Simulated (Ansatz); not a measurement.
N:
```xyz
4
Lattice="3.7125 0.0000 0.0000 0.0000 3.7125 0.0000 0.0000 0.0000 4.9665" Properties=species:S:1:pos:R:3 pbc="T T T"
N      3.3260     3.3260     0.0000
N      0.3866     0.3866     0.0000
N      2.2428     1.4697     2.4832
N      1.4697     2.2428     2.4832
```

Relaxed with LDA. Special points in fractions of this cell's reciprocal vectors: Γ (0.000, 0.000, 0.000); X (0.000, 0.500, 0.000); M (0.500, 0.500, 0.000); Z (0.000, 0.000, 0.500); R (0.000, 0.500, 0.500); A (0.500, 0.500, 0.500).

Problem. List the band energies nearest the valence-band maximum at these points for plane-wave PAW LDA (Ansatz code).

Solution. In eV from the valence-band maximum; about four levels below and three above (degenerate sets whole), none deeper than 8.9 eV; points with the same levels are listed once.

```csv
k,below,above
Γ,-1.55 -1.55 -1.44 -0.47,6.18 7.46 8.11 8.11
X,-1.90 -1.90 -0.40 -0.40,7.78 7.78 7.82 7.82
M,-1.89 -1.89 -0.10 -0.10,7.33 7.33 9.01 9.01
Z,-1.61 -1.61 -0.67 -0.67,6.77 6.77 8.11 8.11
R,-1.62 -1.62 -0.55 -0.55,7.25 7.25 8.24 8.24
A,-1.98 -1.98 0.00 0.00,7.49 7.49 9.02 9.02
```

Space group P4_2/mnm. The first step of the workflow began from a Materials Project structure, measured or hypothetical; the Crystallography Open Database copy checked does not list it. It is not the usual solid phase (space group No. 205). Symmetry was held in the LDA relaxation; whether a distortion lowers the energy is not shown. The substance is a gas or liquid at ambient conditions. A crystal of weakly bound molecules computed without a dispersion correction: the cell and the soft elastic constants depend strongly on that.

Potentials: the earlier of the program's two PAW sets.
